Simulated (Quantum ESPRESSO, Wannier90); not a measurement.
## Wannierisation of InSe (R3m)

```
begin unit_cell_cart
ang
   -2.0233451426    3.5045365883    0.0000000000
   -4.0466902853    0.0000000000    0.0000000000
   -2.0233451426    1.1681788628    8.6085230000
end unit_cell_cart
begin atoms_frac
In   0.1103500000  0.1103500000 -0.3310500000
In   0.0018300000  0.0018300000 -0.0054900000
Se  -0.3802870000 -0.3802870000  0.1408610000
Se  -0.1741930000 -0.1741930000 -0.4774210000
end atoms_frac
```

Cell from Materials Project (mp-22691), symmetrised, no further relaxation. COD (Crystallography Open Database) has the formula in 2 space groups, this one among them (matched by group alone). Level: PBEsol, no spin polarisation, no spin-orbit coupling; pw.x of Quantum ESPRESSO at 69 Ry with PseudoDojo potentials, 6×6×6 k-points, Wannier90. Density: 10×10×10 mesh, Gaussian smearing 0.01 Ry. The cell is built of weakly bound layers, chains or molecules, whose nearest atoms lie 4.03 Å apart. Database cells relaxed without dispersion often hold them too far apart, which can enlarge gaps and weakens couplings between them; spacing and stacking were not compared with the measured crystal. Spin-orbit coupling is left out although heavy elements are present.

Bands 21-29 form an isolated set from -13.37 to 0.00 eV relative to the valence-band maximum (on the path) and are turned into 9 Wannier functions by minimising the spread from the start: SCDM (isolated).

**Question.** Where do the functions sit, how wide are they and what are they made of?

**Answer.** 
| functions | spread (Å²) | nearest atom, distance (Å) | second atom, distance (Å) | weight on atomic waves |
|---|---|---|---|---|
| 6 | 2.26 | Se 0.89 | In 1.77 | Se 4p 55 %, In 5p 19 %, Se 4s 12 % |
| 1 | 2.23 | Se 0.31 | In 2.81 | Se 4p 52 %, Se 4s 39 % |
| 1 | 2.25 | Se 0.30 | In 2.81 | Se 4p 52 %, Se 4s 39 % |
| 1 | 3.00 | In 1.40 | In 1.40 | In 5s 51 %, In 5p 44 % |

Ω_I = 19.36 Å², Ω_total = 21.01 Å²; the interpolated bands follow pw.x to 9.0 meV rms on the path. Only this start was tried; a symmetric start can stop on a saddle, and mixtures of these functions could lower the total by at most Ω_total − Ω_I.
